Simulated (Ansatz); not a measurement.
Input and command of a plane-wave DFT calculation in Ansatz:

```yaml
crystal:
  lattice:
    - [2.7797510308, 0.0, 0.0]
    - [0.0, 2.7797510308, 0.0]
    - [0.0, 0.0, 2.7797510308]
  atoms:
    - { symbol: Ga, position: [0.0, 0.0, 0.0] }
    - { symbol: Ni, position: [0.5, 0.5, 0.5] }
basis:
  ecutwfc: 420
kpoints:
  mp_grid: { grid: [16, 16, 16] }
hamiltonian:
  xc: lda
scf:
  occupations: { method: fermi_dirac, width: 0.15 }
output:
  forces: true
  stress: true
  eigenvalues: true
relax:
  adjacent_minimum: "off"
  f_tol: 0.001
  max_steps: 60
  cell: { stress_tol: 0.02, p_target: 15.0 }
```

```bash
ansatz run input.yaml --threads 1 --pin off --max-ram 3072MiB --backend cpu --events-out ev --progress --plain --runs-dir out
```

Processor: Arm Neoverse V2, 1 thread, on a host shared with other jobs.

Problem. How long does it run, and how much memory does it take?

Solution. About 8 s on 1 thread of Arm Neoverse V2 (shared host), peak memory 0.36 GiB. It solves 20 bands at 165 k points (the mesh reduced by symmetry) with about 437 plane waves (on the last cell), in 15 SCF iterations over 2 ionic steps.
